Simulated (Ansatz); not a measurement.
## Calculated field gradients at the nuclei for MgAu4Se4Cl4O12

The cell is a Materials Project structure (computed, not necessarily an observed phase).

```xyz
25
Lattice="4.9137 0.0000 0.0000 -0.0659 10.2423 0.0000 -0.7097 -2.2368 10.9758" Properties=species:S:1:pos:R:3 pbc="T T T"
Mg    1.6664    5.6904    9.2125
Se    1.0122    0.8741    3.0614
Se    3.4077    0.4852    9.8998
Se    0.6382    6.9640    1.1219
Se    3.8711    7.2310    7.7343
Au    4.7332    3.8127    1.9304
Au   -0.0312    9.9819    0.0675
Au    3.9225    3.9619    9.0391
Au    4.4410   -0.8329    5.4837
Cl    2.2078    4.0108    7.5016
Cl    1.2879    4.5753    3.5310
Cl    3.1609    7.5843    4.7261
Cl    0.7514    1.0068    6.1361
O     1.4025    0.1478    1.5211
O     0.5527    4.5736   10.4423
O     4.5895    1.9491    2.7151
O     4.3001    8.1470    0.8463
O     4.4102    5.6636    1.1337
O    -0.2055   -0.6944   10.3261
O     3.4411    3.1321    0.5050
O     0.5588    6.9453    8.1639
O    -0.0262   -0.4538    3.5567
O    -0.3780    1.6591    9.5327
O     3.0411    7.2614    9.3714
O     3.9438   -1.2849    7.4159
```

Atom numbers follow the list; atoms alike are taken as one site, whose name carries the number of the first.

Level of theory: DFT, r2SCAN, plane waves and PAW, scalar-relativistic, 500 eV cutoff, Γ-centred 6×3×3 k-points, Fermi–Dirac smearing 0.05 eV (Ansatz 0.2.0).

V_zz is the principal component of the electric field gradient with the largest magnitude, η = (V_xx − V_yy)/V_zz and C_Q = eQV_zz/h.

25Mg: I = 5/2, Q = 199.4 mb; 197Au: I = 3/2, Q = 547.0 mb; Cl-35: I = 3/2, Q = -81.12 mb; O-17: I = 5/2, Q = -25.58 mb. Nuclear quadrupole moments: year-2017 set (Pyykkö).

(1) Give the quadrupolar parameters of the distinct sites.

## Answers

(1) 

| site | atoms (order as listed) | first shell | V_xx, V_yy, V_zz (10²¹ V/m²) | η | C_Q (MHz) |
| --- | --- | --- | --- | --- | --- |
| Mg | 1 | 3 O at 1.98–2.09 Å, 1 Cl at 2.46 Å; also 1 O at 3.25 Å | -0.093, -1.42, 1.51 | 0.88 | 7.29 |
| Se2 | 2 | 3 O at 1.75–1.76 Å | 13.15, 18.41, -31.6 | 0.17 | – |
| Se3 | 3 | 3 O at 1.67–1.81 Å | 12.44, 22.4, -34.8 | 0.29 | – |
| Se4 | 4 | 3 O at 1.73–1.78 Å | 12.33, 19.95, -32.3 | 0.24 | – |
| Se5 | 5 | 3 O at 1.68–1.84 Å | 9.81, 23.5, -33.3 | 0.41 | – |
| Au6 | 6 | 3 O at 2.03–2.04 Å, 1 Cl at 2.30 Å | -2.50, -7.22, 9.72 | 0.49 | 129 |
| Au7 | 7 | 4 O at 2.00–2.08 Å; also 1 O at 3.26 Å | -1.06, -6.73, 7.79 | 0.73 | 103 |
| Au8 | 8 | 2 O at 2.17–2.43 Å, 1 Cl at 2.30 Å; also 1 O at 3.12 Å | -6.76, -21.8, 28.6 | 0.53 | 378 |
| Au9 | 9 | 2 O at 2.01–2.05 Å, 2 Cl at 2.30–2.32 Å | -2.52, -6.11, 8.63 | 0.42 | 114 |
| Cl10 | 10 | 1 Au at 2.30 Å, 1 Mg at 2.46 Å, angle 73° | -5.32, -13.61, 18.93 | 0.44 | -37.1 |
| Cl11 | 11 | 1 Au at 2.30 Å | -14.03, -14.32, 28.4 | 0.01 | -55.6 |
| Cl12 | 12 | 1 Au at 2.32 Å; also 1 Se at 3.11 Å | -12.72, -15.35, 28.1 | 0.09 | -55.1 |
| Cl13 | 13 | 1 Au at 2.30 Å; also 1 Se at 3.09 Å | -13.22, -15.39, 28.6 | 0.08 | -56.1 |
| O14 | 14 | 1 Se at 1.75 Å, 1 Au at 2.04 Å, angle 124° | -1.02, -14.55, 15.57 | 0.87 | -9.63 |
| O15 | 15 | 1 Se at 1.78 Å, 1 Mg at 2.00 Å, 1 Au at 2.17 Å | -2.34, -10.80, 13.14 | 0.64 | -8.13 |
| O16 | 16 | 1 Se at 1.75 Å, 1 Au at 2.03 Å, angle 126° | -0.079, -15.16, 15.24 | 0.99 | -9.43 |
| O17 | 17 | 1 Se at 1.74 Å, 1 Au at 2.08 Å, angle 117°; also 1 Mg at 3.25 Å | 0.081, 14.38, -14.46 | 0.99 | 8.95 |
| O18 | 18 | 1 Se at 1.73 Å, 1 Au at 2.04 Å, angle 125°; also 1 Au at 3.12 Å | -1.10, -14.04, 15.14 | 0.85 | -9.37 |
| O19 | 19 | 1 Se at 1.81 Å, 1 Au at 2.00 Å, angle 120° | 1.06, 16.25, -17.31 | 0.88 | 10.7 |
| O20 | 20 | 1 Se at 1.77 Å, 1 Au at 2.04 Å, angle 117° | -0.49, -14.07, 14.56 | 0.93 | -9.01 |
| O21 | 21 | 1 Se at 1.68 Å, 1 Mg at 1.98 Å, angle 141°; also 1 Au at 3.26 Å | -5.67, -8.76, 14.43 | 0.21 | -8.93 |
| O22 | 22 | 1 Se at 1.76 Å, 1 Au at 2.01 Å, angle 123° | -0.36, -14.92, 15.27 | 0.95 | -9.45 |
| O23 | 23 | 1 Se at 1.67 Å; also 1 Au at 2.43 Å | -4.33, -10.59, 14.92 | 0.42 | -9.23 |
| O24 | 24 | 1 Se at 1.84 Å, 1 Au at 2.08 Å, 1 Mg at 2.09 Å | -0.69, -13.55, 14.25 | 0.90 | -8.81 |
| O25 | 25 | 1 Se at 1.76 Å, 1 Au at 2.05 Å, angle 113° | 1.90, 14.51, -16.42 | 0.77 | 10.2 |

At Se2, Se4 and Au8 V_zz stands upright on the plane through its three neighbours (within 8°) in each case. At Cl11, Cl12 and Cl13 V_zz points along its bond to Au (within 3°) in each case. At Cl10 V_zz points along the shorter of its two bonds, to Au (within 4°).

Se has no stable isotope with a ground-state quadrupole moment in the table, so no C_Q is given.

The largest force is 1.1 eV/Å, so the atoms aren't at the calculated equilibrium and relaxing them would move these values. Spin–orbit coupling is left out, which shifts gradients on Au by a few per cent, and by more where contributions nearly cancel. With these PAW files V_zz is typically within 2 to 3 % of all-electron values, but misses above 10 % occur on Au. Where η is near 1 the sign of V_zz means little.

The run took 14 min of wall time (28 min of CPU time) and 3.3 GiB at its peak, on 2 threads of Intel Xeon Processor @ 2.50GHz (Skylake/Cascade Lake) (x86_64; 62 cores open to the job, memory cap 5.0 GiB, no GPU), a shared host with a load of 0.9 a core.
